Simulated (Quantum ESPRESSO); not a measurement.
# Band energies of NH4Br

```
NH4Br
1.0
    4.00010     0.00000     0.00000
    0.00000     4.00010     0.00000
    0.00000     0.00000     4.00010
H N Br
4 1 1
Cartesian
  0.59685   0.59685   3.40325
  0.59685   3.40325   0.59685
  3.40325   3.40325   3.40325
  3.40325   0.59685   0.59685
  0.00000   0.00000   0.00000
  2.00005   2.00005   2.00005
```

PBEsol (pw.x of Quantum ESPRESSO, ONCV potentials, no spin-orbit coupling); path ΓXMΓRX,MR; energies in eV from the valence-band maximum.

| k (1/Å) | point | band 4 | band 5 | band 6 | band 7 | band 8 | band 9 | band 10 | band 11 |
|---|---|---|---|---|---|---|---|---|---|
| 0.00 | Γ | -7.45 | -7.45 | -0.08 | -0.08 | -0.08 | 4.09 | 6.81 | 6.81 |
| 0.20 |  | -7.44 | -7.44 | -0.44 | -0.10 | -0.10 | 4.49 | 6.95 | 7.18 |
| 0.59 |  | -7.38 | -7.38 | -1.69 | -0.19 | -0.19 | 6.33 | 8.08 | 8.37 |
| 0.79 | X | -7.36 | -7.36 | -1.90 | -0.21 | -0.21 | 6.93 | 8.10 | 8.86 |
| 0.98 |  | -7.44 | -7.34 | -1.78 | -0.36 | -0.18 | 6.97 | 7.62 | 8.94 |
| 1.37 |  | -7.78 | -7.28 | -1.18 | -0.95 | -0.03 | 5.85 | 6.57 | 8.18 |
| 1.57 | M | -7.84 | -7.27 | -1.05 | -1.05 | 0.00 | 5.55 | 6.46 | 8.01 |
| 1.76 |  | -7.77 | -7.27 | -1.12 | -1.00 | -0.03 | 5.79 | 6.56 | 8.10 |
| 2.13 |  | -7.46 | -7.34 | -1.15 | -0.65 | -0.12 | 5.92 | 7.60 | 8.75 |
| 2.31 |  | -7.42 | -7.38 | -0.81 | -0.39 | -0.12 | 5.24 | 7.44 | 7.86 |
| 2.68 | Γ | -7.45 | -7.45 | -0.08 | -0.08 | -0.08 | 4.09 | 6.81 | 6.81 |
| 3.02 |  | -7.49 | -7.37 | -0.63 | -0.29 | -0.29 | 5.14 | 7.54 | 7.54 |
| 3.36 |  | -7.59 | -7.46 | -0.92 | -0.78 | -0.78 | 6.76 | 7.98 | 8.27 |
| 3.70 |  | -7.66 | -7.66 | -1.26 | -1.26 | -1.12 | 6.89 | 7.85 | 7.85 |
| 4.04 | R | -7.68 | -7.68 | -1.47 | -1.47 | -1.47 | 7.77 | 7.77 | 7.77 |
| 4.20 |  | -7.67 | -7.66 | -1.43 | -1.42 | -1.36 | 7.44 | 7.77 | 7.79 |
| 4.52 |  | -7.59 | -7.56 | -1.33 | -1.04 | -0.75 | 6.58 | 7.71 | 7.97 |
| 4.84 |  | -7.43 | -7.42 | -1.63 | -0.50 | -0.28 | 7.08 | 7.30 | 8.47 |
| 5.15 | X | -7.36 | -7.36 | -1.90 | -0.21 | -0.21 | 6.93 | 8.10 | 8.86 |
| 5.15 | M | -7.84 | -7.27 | -1.05 | -1.05 | 0.00 | 5.55 | 6.46 | 8.01 |
| 5.31 |  | -7.83 | -7.31 | -1.09 | -1.09 | -0.18 | 5.69 | 6.80 | 7.97 |
| 5.62 |  | -7.74 | -7.54 | -1.32 | -1.32 | -1.04 | 6.76 | 7.81 | 7.81 |
| 5.94 | R | -7.68 | -7.68 | -1.47 | -1.47 | -1.47 | 7.77 | 7.77 | 7.77 |

The PBEsol gap is indirect, 4.09 eV, from M to Γ; the smallest direct gap is 4.17 eV.

Spin-orbit splittings are left out.

Geometry of the Materials Project entry, not relaxed at this level.
